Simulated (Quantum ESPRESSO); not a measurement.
# Planted mistakes on one cell of Hf3AlO7F

These are calculations, not measurements. They come from pw.x of Quantum ESPRESSO 7.5, a plane-wave density functional program, with PseudoDojo standard norm-conserving files (v0.5 for PBE, v0.4.1 for LDA and PBEsol). The cells are made up: elements, strain and atom displacements were drawn at random, and nothing was relaxed. There is no spin polarisation, spin-orbit coupling or dispersion term.

The hafnium file is less sure than the others, with forces about 3 percent (worst 6) and pressure in oxides about 1.5 GPa (worst 2.7) from a second method in checks, which no rerun with the same files tests.

The cell has 12 sites of a rutile lattice (two cells along c). Sites 1 to 4 hold Hf Al Hf Hf; sites 5 to 12 hold O O F O O O O O. Cell vectors in Å: (4.826, 0.012, 0.027); (0.012, 4.809, -0.028); (0.036, -0.037, 6.285). Settings: PBE, cutoff 1143 eV, 5 x 5 x 4 k mesh shifted by half a step, Fermi-Dirac smearing of 0.025 eV.

The intended run has a self-consistency threshold of 1e-07 eV, a smearing term of 0.000 eV, a pressure of 0.43 GPa and 14 iterations. Each further run changes one thing: all lengths scaled by 1.0110; atoms of sites 1 and 2 exchanged; cutoff 727 eV; files of PBEsol; one electron added; smearing 0.82 eV; threshold 0.09 eV. A coarse mesh keeps the shift, and a charged cell sits in a uniform background.

```
run,change of free energy (eV),smearing term -TS (eV),change of P (GPa),largest change of a force component (eV/Å),iterations
A,3.182,0.000,-19.94,0.032,13
B,14.570,0.000,-6.31,0.234,14
C,12.426,-0.005,18.59,1.033,14
D,0.014,0.000,-0.45,0.097,6
E,0.085,0.000,-6.31,0.303,14
F,-0.723,-3.153,2.54,0.407,14
G,0.238,0.000,1.83,2.208,13
```

A rerun of the intended cell at 1437 eV and k mesh 7 x 7 x 6 moved values by no more than 0.004 eV in the cell's energy, 0.03 GPa in stress and 0.002 eV/Å in force.

Question: which change belongs to which run?

## Worked reading

Run D has the fewest iterations, as a run stopped early does. Run F has the largest smearing term, as wide smearing gives. Run A has a higher energy and the largest fall in pressure, as too small a basis gives. Run E changes the volume by a factor of 1.0334; minus its pressure change over the logarithm of that factor, 192 GPa, is a rough bulk modulus with clamped atoms. Energies from files of another functional, or of a charged cell, have another zero and say nothing on stability; the pressure of a charged cell rests on the program's zero of potential too.

## Key

| run | change |
| --- | --- |
| A | cutoff 727 eV |
| B | files of PBEsol |
| C | one electron added |
| D | threshold 0.09 eV |
| E | all lengths scaled by 1.0110 |
| F | smearing 0.82 eV |
| G | atoms of sites 1 and 2 exchanged |